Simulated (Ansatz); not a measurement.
Given:

Relaxed Ge (diamond):

```xyz
4
Lattice="0.0000 5.7622 5.7622 2.8811 0.0000 2.8811 2.8811 2.8811 0.0000" Properties=species:S:1:pos:R:3 pbc="T T T"
Ge     2.8811     2.8811     2.8811
Ge     2.8811     5.7622     5.7622
Ge     4.3217     4.3217     4.3217
Ge     4.3217     7.2028     7.2028
```

The atoms are displaced by Q × the pattern below (from a DFPT mode at L = (0.5, 0.0, 0.0), largest move 1; Q in Å), at fixed cell. (q is in reciprocal vectors of the primitive cell; the cell shown is doubled to hold the pattern.)

| atom | x | y | z |
|---|---|---|---|
| Ge1 | -0.577 | 0.577 | 0.577 |
| Ge2 | 0.577 | -0.577 | -0.577 |
| Ge3 | 0.577 | -0.577 | -0.577 |
| Ge4 | -0.577 | 0.577 | 0.577 |

Computed with PBE (plane waves to 420 eV, PAW, scalar-relativistic; Ansatz, an electronic-structure program). k mesh 7×14×14 (Γ-centred), Fermi-Dirac smearing 0.05 eV. Energies are smeared free energies. With partly filled bands, energies and forces of such displacements shift with the k mesh and the smearing. Ge was relaxed with its symmetry unable to fall. The PAW data are Ansatz's earlier set. ΔE is measured from the undisplaced structure.

The scan covers Q from -0.280 to 0.280 Å in 13 points.

Problem. Which space group does the distorted structure have?

Solution. R-3m (No. 166), lowered from Fd-3m.

Problem. What is the energy change at Q = 0.280 Å?

Solution. 1375 meV/cell.

Problem. What harmonic wavenumber does the curvature at Q = 0 give?

Solution. 207 cm⁻¹.

(For displaced atoms, the force is minus the slope of the energy, and its curvature is a force constant, which sets phonon frequencies.)
